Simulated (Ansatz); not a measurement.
TaSi2:
```cif
data_Si6Ta3
_chemical_formula_sum 'Ta3 Si6'
_space_group_name_H-M_alt 'P6222'
_space_group_IT_number 180
_space_group_name_Hall 'P 62 2 (0 0 4)'
_cell_length_a 4.77993
_cell_length_b 4.77993
_cell_length_c 6.55385
_cell_angle_alpha 90.000
_cell_angle_beta 90.000
_cell_angle_gamma 120.000
loop_
_atom_site_label
_atom_site_type_symbol
_atom_site_symmetry_multiplicity
_atom_site_Wyckoff_symbol
_atom_site_fract_x
_atom_site_fract_y
_atom_site_fract_z
_atom_site_occupancy
Ta1 Ta 3 c 0.50000 0.00000 0.00000 1
Si1 Si 6 i 0.15819 0.31638 0.00000 1
```

This is the r²SCAN-relaxed structure.

**Question.** All from r²SCAN (plane waves, PAW; program Ansatz), unless another level is named. Give the electronic character.

**Answer.** metallic (no gap).

**Question.** What about the density of states at the Fermi level?

**Answer.** 0.32 states/eV per atom (mean over ±0.08 eV).

**Question.** Predict the formation energy from the elements (no fitted shifts).

**Answer.** -0.46 eV/atom.

**Question.** Give the gap with spin–orbit coupling.

**Answer.** none (metallic).

Space group P6_222. Symmetry was held in the r²SCAN relaxation. No spin polarisation was allowed. The references are the lowest solids computed at this level, not always the standard phases. Spin–orbit coupling is left out wherever it is not named.

Potentials: the later of the program's two PAW sets.
